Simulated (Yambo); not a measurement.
Cs₂KCoF₆ (space group Fm-3m, No. 225), G0W0@LDA (Yambo, plasmon pole, terminator in G, 2×2×2 mesh): gap X → X in eV by bands and screening block.

| bands (W and G) | 2 Ry | 3 Ry | 4 Ry | 6 Ry | 7 Ry |
|---|---|---|---|---|---|
| 77 | 6.62 | [?] | [?] | 4.73 | 4.65 |
| 111 | [?] | 5.38 | 5.04 | 4.63 | 4.53 |
| 159 | 6.35 | 5.39 | 5.04 | 4.61 | 4.51 |
| 218 | 6.32 | 5.35 | 5.01 | 4.56 | 4.46 |
| 277 | 6.37 | 5.38 | 5.04 | 4.58 | 4.47 |

Question: Estimate the withheld gaps from their neighbours; the computed values follow.

Answer: 
- 77, 3 Ry: 5.52
- 77, 4 Ry: 5.18
- 111, 2 Ry: 6.31

The largest settings aren't shown to be the converged limit.

Geometry of the Materials Project entry, not relaxed at this level; primitive cell a = 6.3904 Å, b = 6.3904 Å, c = 6.3904 Å, α = 60.00°, β = 60.00°, γ = 60.00°.

The structure is a Materials Project entry; no match was found in the copy of COD used, and its stability was not checked.

The runs are not spin-polarised; magnetic order was not tried.
